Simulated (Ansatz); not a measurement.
**Ta₃N: what symmetry allows forces and stress to be**

```xyz
4
Lattice="3.0673 0.0000 0.0000 -1.5336 2.6563 0.0000 0.0000 0.0000 7.1597" Properties=species:S:1:pos:R:3 pbc="T T T"
Ta    0.0000    0.0000    3.5798
Ta    0.0000    1.7709    1.1107
Ta    1.5336    0.8854    6.0490
N     0.0000    0.0000    0.0000
```

Level of theory: DFT PBEsol, scalar-relativistic, plane waves, PAW (Ansatz).

Plane waves to 420 eV, a k mesh through Γ of 15×15×6 on the computed 4-atom cell and Gaussian smearing (0.10 eV); no spin polarisation.

This distorted cell has space group P-3m1, with 12 operations.

**Question.** Without a calculation: in which directions can each atom feel a force?

**Answer.** A force must be left unchanged by every operation that keeps its atom in place, so it lies in the space that those operations leave fixed. Atoms that the group maps onto each other feel forces of one size.
```csv
atom,site symmetry,operations at the site,equivalent to atom,allowed force (Cartesian)
Ta1,-3m.,12,1,none
Ta2,3m.,6,2,"along (0.00, 0.00, 1.00)"
Ta3,3m.,6,2,"along (0.00, 0.00, 1.00)"
N4,-3m.,12,4,none
```

That leaves 1 independent force component of 12. A relaxation in this cell that keeps the symmetry moves the atoms in these directions alone.

**Question.** And the stress tensor?

**Answer.** It must be invariant under the point group, which leaves 2 independent components: yz, xz, xy vanish; xx = yy.

**Question.** Do the computed values obey this?

**Answer.** Yes. Forces (eV/Å):
```
Ta1  0.000  0.000  0.000
Ta2  0.000  0.000  2.689
Ta3  0.000  0.000 -2.689
N4   0.000  0.000  0.000
```

Stress (GPa, compression positive, xx yy zz yz xz xy): 5.73 5.73 8.86 0.00 0.00 0.00. The program imposes the same operations on density, forces and stress, so this confirms the analysis and is no independent test of the calculation.

Spin–orbit coupling is left out, which can shift energies with elements as heavy as these.